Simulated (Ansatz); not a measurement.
## SnSe: how strain makes field gradients

```xyz
2
Lattice="0.0000 3.0100 3.0100 3.0100 0.0000 3.0100 3.0100 3.0100 0.0000" Properties=species:S:1:pos:R:3 pbc="T T T"
Sn    0.0000    0.0000    0.0000
Se    3.0100    3.0100    3.0100
```

Atoms are numbered in the order listed.

The geometry is COD entry 9008725, unchecked; take it as a test cell.

The calculation used DFT, LDA, all-electron PAW with datasets made for the crystal, scalar-relativistic (Ansatz 0.2.0).

Settings: a Γ-centred 9×9×9 k mesh, Fermi–Dirac smearing of 0.02 eV, cutoff 240 eV (chosen by the program for this cell), no spin polarisation.

The strain is applied along the Cartesian axes of the cell as listed (the other components stay zero). Fractional coordinates are held (clamped ions).

The columns are Cartesian components of the electric field gradient at the nuclei, in 10²¹ V/m².

Spin–orbit coupling is left out, which moves gradients at and beside heavy atoms by some per cent and at worst by a factor of two.

Only quantities that a quadratic follows smoothly over the whole series are listed; rougher ones are left out.

```
εxx = εyy  Vzz at Sn1  Vzz at Se2
  -0.0300        4.53        0.57
  -0.0200        3.01        0.35
  -0.0100        1.49        0.16
   0.0000        0.00        0.00
   0.0200       -2.90       -0.22
   0.0300       -4.29       -0.29
```

Question: Fit the series and give the gradient–strain slopes.

Answer: Least-squares fits y = p0 + p1 x + p2 x² to the rows give Vzz at Sn1: p1 = -147, p2 = 130; Vzz at Se2: p1 = -14.3, p2 = 150. The slopes p1 are in 10²¹ V/m² per unit strain, for clamped ions.

Question: One run, at εxx = εyy = 0.0100, is withheld. Predict its row.

Answer: The fits give -1.46, -0.13; the run gave -1.46, -0.13.
